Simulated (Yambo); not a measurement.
Cs2NaYF6 (space group Fm-3m, No. 225), G0W0@LDA in Yambo with this input:

```
rim_cut
gw0
dyson
el_el_corr
HF_and_locXC
ppa
em1d
RandQpts= 1000000
RandGvec= 1 Ry
EXXRLvcs= 88 Ry
VXCRLvcs= 352 Ry
Chimod= "HARTREE"
% BndsRnXp
 2 | 286 |
%
NGsBlkXp= 7 Ry
% LongDrXp
 1.0 | 1.0 | 1.0 |
%
PPAPntXp= 27.2114 eV
% GbndRnge
 1 | 286 |
%
GTermKind= "BG"
DysSolver= "n"
ExtendOut
```

On a 2×2×2 mesh, with wavefunctions cut at 88 Ry, the gap (Γ → Γ) is 10.262 eV and the valence edge shifts by -2.229 eV.

What happens with this change: 3 Ry block?

The gap rises by 0.277 eV, to 10.539 eV; the shift of the valence edge becomes -2.610 eV. Neither run is shown to be the converged limit.

Geometry of the Materials Project entry, not relaxed at this level; primitive cell a = 6.506 Å, b = 6.506 Å, c = 6.506 Å, α = 60.00°, β = 60.00°, γ = 60.00°.

A shift is the quasiparticle energy of the state minus its LDA energy.
